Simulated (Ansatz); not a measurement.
**From the elastic tensor of CuPd to moduli and sound speeds**

Computed with Ansatz, DFT LDA, scalar-relativistic, plane waves, PAW. Cutoff 420 eV, 14×14×14 k-points (Γ-centred), Fermi-Dirac smearing of 0.15 eV. No spin polarisation.

The structure is cubic, space group Pm-3m (No. 221). The conventional cell has a = 2.930 Å, b = 2.930 Å, c = 2.930 Å, α = 90.00°, β = 90.00°, γ = 90.00°. Cu (site symmetry m-3m) has 8 Pd at 2.54 Å as nearest neighbours. Pd (site symmetry m-3m) is surrounded by 8 Cu at 2.54 Å.

In a metal, frequencies and elastic constants depend on the k mesh and the smearing, soft modes and shear constants most.

Relaxed-ion constants (GPa, on the Cartesian axes of the calculation):
```
227.6 195.2 195.2   0.0   0.0   0.0
195.2 227.6 195.2   0.0   0.0   0.0
195.2 195.2 227.6   0.0   0.0   0.0
  0.0   0.0   0.0 118.8   0.0   0.0
  0.0   0.0   0.0   0.0 118.8   0.0
  0.0   0.0   0.0   0.0   0.0 118.8
```

Density 11.215 g/cm³; 2 atoms in 25.17 Å³.

The values that follow are for a polycrystal of randomly turned grains, by Hill's mean where one number stands. In a crystal this anisotropic the Voigt and Reuss bounds lie far apart, so Hill's mean and the sound speeds and Debye temperature from it are rough.

With S = C⁻¹: B_V = (C11+C22+C33+2(C12+C13+C23))/9, G_V = (C11+C22+C33−C12−C13−C23+3(C44+C55+C66))/15, 1/B_R = S11+S22+S33+2(S12+S13+S23), 15/G_R = 4(S11+S22+S33−S12−S13−S23)+3(S44+S55+S66); Hill is their mean. Then v_l = √((B+4G/3)/ρ), v_t = √(G/ρ), v_m = [(2/v_t³+1/v_l³)/3]^(−1/3) and Θ = (ħ/k_B)·v_m·(6π²n/V)^(1/3) for n atoms in the volume V; E = 9BG/(3B+G), ν = (3B−2G)/(2(3B+G)) and A^U = 5G_V/G_R + B_V/B_R − 6.

* Bulk modulus, Voigt / Reuss / Hill: 206.0 / 206.0 / 206.0 GPa
* Shear modulus, Voigt / Reuss / Hill: 77.7 / 33.6 / 55.7 GPa
* Young's modulus: 153 GPa
* Poisson ratio: 0.376
* Pugh ratio B/G: 3.70 (over 1.75, the rule of thumb for ductile)
* Universal anisotropy index: 6.58
* Longitudinal and transverse sound speeds: 4999 and 2228 m/s
* Debye temperature from the mean sound speed: 322 K

Cost: 1 run of about 1.3 core-minutes, on Arm Neoverse V1 (shared hosts).